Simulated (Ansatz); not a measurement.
## TiBO₃, a database entry at a rescaled volume

```xyz
10
Lattice="2.3354 4.0450 0.0000 -2.3354 4.0450 0.0000 0.0000 -2.6967 4.9815" Properties=species:S:1:pos:R:3 pbc="T T T"
O     1.6386    2.8381    3.7362
O    -0.9418    4.0450    3.7362
O    -0.6968    1.2069    3.7362
O    -1.6386    2.5553    1.2454
O     0.9418    1.3483    1.2454
O     0.6968    4.1865    1.2454
Ti    0.0000    0.0000    0.0000
Ti    0.0000    2.6967    2.4908
B     0.0000    0.0000    3.7362
B     0.0000    5.3934    1.2454
```

Method: r2SCAN, no spin polarisation; PAW, plane waves to 500 eV, 7×7×7 Γ-centred mesh, fermi-dirac occupations (width 0.1 eV) (Ansatz 0.2.0), atoms fixed.

- Charges: Bader charges in e: Ti +2.11, B +2.41, O -1.51. In the mean B gives up most and O takes most.
- Formation energy: -2.77 eV an atom against the elements' usual phases (free molecules for gases, crystals otherwise, with no correction for O₂ or N₂), so it is bound against them; other compounds may still compete. Relaxing would lower it.
- Stress: The pressure is -3.9 GPa (compression positive), so with the atoms held at these fractions the cell would first shrink. The principal stresses -4.7, -4.7, -2.4 GPa differ, so its shape would change too.
- Electronic structure: It is a metal, with about 9.9 states/eV a cell as the mean within 0.25 eV of the Fermi level, mostly Ti d (94 %).

Origin: a database entry at a rescaled volume. Caveats: many states at the Fermi level without spin polarisation, so a magnetic state may lie lower; the Fermi level lies in a narrow band between gaps, which spin or distortion may split; correlation that this level lacks may open a gap in such a compound.
